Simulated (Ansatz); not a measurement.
Structure: Ga4As3N as one 8-atom ordering (P-43m) on the zincblende lattice, at its r2SCAN minimum. The symmetry is P-43m (No. 215, cubic); a = 5.375 Å in the conventional setting, 19.41 Å³ an atom. N has 4 Ga at 2.07 Å; Ga has 1 N at 2.07 Å and 3 As at 2.42 Å; As has 4 Ga at 2.42 Å.

```
N Ga As
1.0
     5.37482    0.00000    0.00000
     0.00000    5.37482    0.00000
     0.00000    0.00000    5.37482
N Ga As
1 4 3
Direct
  0.00000 0.00000 0.00000
  0.77754 0.77754 0.77754
  0.22246 0.22246 0.77754
  0.22246 0.77754 0.22246
  0.77754 0.22246 0.22246
  0.50000 0.50000 0.00000
  0.50000 0.00000 0.50000
  0.00000 0.50000 0.50000
```

The questions ask for values computed with Ansatz 0.2.0 on this geometry. Values at 0 K without nuclear motion; no magnetic order is allowed, and the phase may be a hypothetical one.

Given (6×6×6 mesh): PBE gives no gap: the lowest nominally empty band dips 0.32 eV below the top of the last filled one (its bottom at Γ–R (0.90 of the way from Γ), the top at Γ), so the cell is a metal or semimetal at this level.

Question: How does the gap change from PBE to PBE+SOC (6×6×6)?

Answer: PBE+SOC gives no gap: the lowest nominally empty band dips 0.38 eV below the top of the last filled one (its bottom at Γ–R (0.90 of the way from Γ), the top at Γ), so the cell is a metal or semimetal at this level.

Question: What does r2SCAN give for the gap (6×6×6 mesh)?

Answer: With r2SCAN the bands overlap by 0.22 eV (counted from 1, band 51 peaks at Γ and band 52 bottoms out at Γ–R (0.90 of the way from Γ)): no gap.

Question: What do these levels agree on?

Answer: No level opens a gap, but no hybrid is among them, and semilocal functionals can close a real gap.

Only the levels marked +SOC include spin-orbit coupling.

Where an edge lies off the special points, it is a point of the mesh or the k point where a search put PBE's edge or least direct gap, reused for the other functionals, whose own edges may lie a little apart.
